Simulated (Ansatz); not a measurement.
# All-electron card of CdSe

```
CELL_PARAMETERS angstrom
4.29850 0.00000 0.00000
-2.14925 3.72261 0.00000
0.00000 0.00000 7.01520
ATOMIC_POSITIONS crystal
Cd 0.66667 0.33333 0.00000
Cd 0.33333 0.66667 0.50000
Se 0.66667 0.33333 0.37500
Se 0.33333 0.66667 0.87500
```

Atoms are numbered in the order listed.

The cell is COD entry 9011664, as deposited and not checked against the literature; nothing was relaxed. Its inner coordinates are ideal values, not refined ones.

Levels of theory: DFT, PBE, all-electron LAPW, scalar-relativistic (Ansatz 0.2.0); DFT, PBE, PAW with Ansatz's default frozen-core files, scalar-relativistic (Ansatz 0.2.0).

For LAPW: a Γ-centred 7×7×4 k mesh, Fermi–Dirac smearing of 0.02 eV, basis error target 0.5 meV/atom, no spin polarisation. PAW takes a cutoff of 420 eV at this cell. The Ansatz runs share mesh, smearing and spin set-up. Values come from LAPW unless marked.

```
Bader charges (from the PAW run) : Cd1 +0.72, Se3 -0.72 e
Volume per atom                  : 28.06 Å³
```

Give the computed value. Stress xx, yy, zz (compression positive).

2.95, 2.95, 3.14 GPa.

Predict this quantity. Largest force.

0.00041 Ha/bohr on Cd1.

Band gap: what does the calculation give?

0.67 eV, direct at Γ.

Pressure at this cell: what does the calculation give?

3.01 GPa.

Predict this quantity. Löwdin charges (with 0.37 e of the cell spilling out of the atomic basis, so their sizes and signs hang on that basis).

Cd1 1.23, Se3 -1.05 e.
